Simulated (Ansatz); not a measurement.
## Is this Li2SnF3 structure stable?

It was reached by relaxing an invented guess, and it needn't be the stable form of this composition.

Computed with Ansatz, DFT PBE+D3(BJ), scalar-relativistic, plane waves, PAW. The final run on the 6-atom cell used 420 eV, a Γ-centred 12×12×6 mesh, 0.10 eV smearing and no spin polarisation.

```xyz
6
Lattice="3.0461 0.0000 0.0000 -1.5230 2.6380 0.0000 0.0000 0.0000 8.7356" Properties=species:S:1:pos:R:3 pbc="T T T"
Li    0.0000    0.0000    4.5391
Li    0.0000    1.7586    6.7982
Sn    0.0000    1.7586    1.2575
F     0.0000    0.0000    7.8779
F     0.0000    1.7586    3.4529
F     1.5230    0.8793    5.6401
```

Energies over the elements count from the elements' standard structures at the same level (F₂ as a molecule), with no fitted energy shifts. The references include grey tin.

**Question.** These tests were run: energy against the elements; phonons at Γ. What do they show?

**Answer.**

```
                       test                            result
energy against the elements                     −2.48 eV/atom
               phonons at Γ  imaginary modes down to 25i cm⁻¹
```

It fails none of these tests outright. Other phases of the system weren't compared here, so this isn't yet thermodynamic stability. Phonons away from Γ weren't computed. Undecided within the accuracy: phonons at Γ.

An odd number of electrons in the primitive cell allows no gap without spin; a larger cell or a magnetic state could open one. The run for the phonons used a 12×12×6 k mesh and Fermi–Dirac smearing of 0.15 eV.
